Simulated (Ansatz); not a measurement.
Values for one crystal, relaxed and computed with plane-wave PAW r²SCAN (Ansatz code); other levels are named.

```yaml
volume_per_atom: 9.62 Å³
band_gap: 2.53 eV (smallest direct gap 2.56 eV)
electron_effective_mass: 2.0, 2.6, 5.4 mₑ (principal values)
Pressure derivative B′: 4.6
Bulk modulus (Birch–Murnaghan fit): 183 GPa
hole_effective_mass: 1.8, 4.9, 13 mₑ (principal values)
valence_band_maximum: at L
```

**Question.** Which of these materials gives this?
A. ZnO, wurtzite
B. MgMnO3, R-3 (Mg on 6c, Mn on 6c, O on 18f)
C. Na2CO3, C2/m (Pearson symbol mS24)
D. ZnS, wurtzite

**Answer.** B, MgMnO3, R-3 (Mg on 6c, Mn on 6c, O on 18f)

The workflow started from a Materials Project entry (that database holds measured and hypothetical structures alike); the Crystallography Open Database copy checked does not list it. Whether it is the stable phase at ambient conditions was not checked. Symmetry was held in the r²SCAN relaxation; its stability against distortions is not shown here. Magnetic state: ferromagnetic, chosen from 4 collinear starts compared on coarse meshes (ties went to the first, and starts can fall back to one state), not a proven ground state. Other orbital occupations within this spin state were not tried. No Hubbard U is applied.

Potentials: the later of the program's two PAW sets.
